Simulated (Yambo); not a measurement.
Yambo run on CsPbCl3 (cubic perovskite, space group Pm-3m, No. 221). The wavefunctions are PBE (stringent potentials; pw.x of Quantum ESPRESSO, ONCV potentials, no spin-orbit coupling) ones on a 2×2×2 mesh (26 occupied bands); a = b = c = 5.622 Å, α = β = γ = 90.00°.

Yambo input:

```
rim_cut
gw0
dyson
el_el_corr
HF_and_locXC
ppa
em1d
RandQpts= 1000000
RandGvec= 1 Ry
EXXRLvcs= 88 Ry
VXCRLvcs= 352 Ry
Chimod= "HARTREE"
% BndsRnXp
 5 | 586 |
%
NGsBlkXp= 7 Ry
% LongDrXp
 1.0 | 1.0 | 1.0 |
%
PPAPntXp= 27.2114 eV
% GbndRnge
 1 | 586 |
%
GTermKind= "BG"
DysSolver= "n"
ExtendOut
% QPkrange
 4 | 4 | 26 | 27 |
%
```

k points by index: 4 = R.

The o-*.qp file then holds:

```
#    K-point    Band    Eo [eV]    E [eV]    E-Eo [eV]    Vxc [eV]    Vnlxc [eV]    Sc|Eo [eV]    Sc|E [eV]    dSc/dw|Eo [eV]    Re(Z)    Im(Z)
#
    4    26    0.000000    -0.933396    -0.933396    -15.70564    -18.08859    1.217045    1.449547    -6.777467    0.800595    -0.001346
    4    27    1.985388    2.411724    0.426336    -10.34937    -6.355668    -3.478846    -3.567361    -5.648035    0.828113    -0.001273
```
(The two width columns are left out.) Convergence of these settings isn't established.

Geometry relaxed with PBEsol.
